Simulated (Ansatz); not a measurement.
SiGe:
```
SiGe
1.0
    3.54744     0.00000     0.00000
   -1.77372     3.07217     0.00000
    0.00000     0.00000     6.43774
Ge Si
2 2
Cartesian
  0.00000   0.00000   0.00000
  0.00000   0.00000   3.21887
  0.00000   2.04811   1.60943
  1.77372   1.02406   4.82830
```

Relaxed with PBEsol. Special points in fractions of this cell's reciprocal vectors: Γ (0.000, 0.000, 0.000); M (0.500, 0.000, 0.000); K (0.333, 0.333, 0.000); A (0.000, 0.000, 0.500); L (0.500, 0.000, 0.500); H (0.333, 0.333, 0.500).

Question: List the band energies nearest the Fermi level at these points for DFT-PBEsol in the program Ansatz with PAW potentials.

Answer: In eV from the Fermi level; about four levels below and three above (degenerate sets whole), none deeper than 8.9 eV; points with the same levels are listed once.

```json
[
 {"k": "Γ", "below": "-0.67", "above": "0.31 0.31 0.80"},
 {"k": "M", "below": "-5.69 -5.53 -4.87 -2.23", "above": "0.92 1.15 1.37"},
 {"k": "K", "below": "-3.63 -3.63 -3.03 -3.03", "above": "3.38 5.56 5.64 5.64"},
 {"k": "A", "below": "-5.46 -5.46", "above": "1.02 1.02 1.02 1.02"},
 {"k": "L", "below": "-1.49 -1.49 -1.34 -1.34", "above": "2.41 2.41 5.40 5.40"},
 {"k": "H", "below": "-5.19 -5.19 -1.38 -1.38", "above": "0.20 0.20 1.41 1.41"}
]
```

Space group P6_3/mmc (NiAs type). The cell is a constructed one: a structure type filled with these elements; neither database checked (COD, Materials Project) lists it. Whether it is the stable phase at ambient conditions was not checked. The cell was relaxed with PBEsol under the symmetry of its start; its stability against distortions is not shown here. Spin–orbit coupling is left out wherever it is not named.

Potentials: the earlier of the program's two PAW sets. The files were generated under PBE; for other functionals the program regenerates the frozen cores, and for LDA and PBEsol the local potential too.
